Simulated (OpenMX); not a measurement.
SiO: changing the volume of the cell

```xyz
2
Lattice="0.0000 2.4336 2.4336 2.4336 0.0000 2.4336 2.4336 2.4336 0.0000" Properties=species:S:1:pos:R:3 pbc="T T T"
Si    3.6505    3.6505    3.6505
O     0.0000    0.0000    0.0000
```

The cell comes from a database or a generator and needn't be the stable form of this composition.

Kept alike: task single point; functional PBE; k mesh 7 × 7 × 7; occupations fermi-dirac, width 0.05 eV; no spin polarisation. Program: OpenMX, OpenMX 2013 PBE set, Si7.0-s2p2d1, O6.0-s2p2d1, grid cutoff 400 Ry. The mesh is that of the run's cell of 2 atoms. No spin-orbit coupling.

| run | pressure (GPa) | free energy over the lowest row (meV/atom) |
| --- | --- | --- |
| A | -0.37 | 0.00 |
| B | 2.01 | 2.82 |
| C | 7.08 | 36.64 |
| D | -2.37 | 5.06 |
| E | 4.61 | 15.65 |
| F | 10.00 | 66.93 |

Pressure is positive in compression. The cell shown is the unstrained one; x, y and z are its Cartesian axes; atoms keep their fractions.

Question: The runs differ in the volume of the cell alone: 0.88; 0.92; 0.96; 1; 1.04; 1.08 times the cell shown. Which run is which?

Answer: Run A is 1.04 times the cell shown; run B is 1 times the cell shown; run C is 0.92 times the cell shown; run D is 1.08 times the cell shown; run E is 0.96 times the cell shown; run F is 0.88 times the cell shown. The pressure falls from 10.00 to -2.37 GPa between 0.88 and 1.08 times the cell shown. The free energy is lowest at 1.04, and 66.93 meV an atom higher at 0.88.
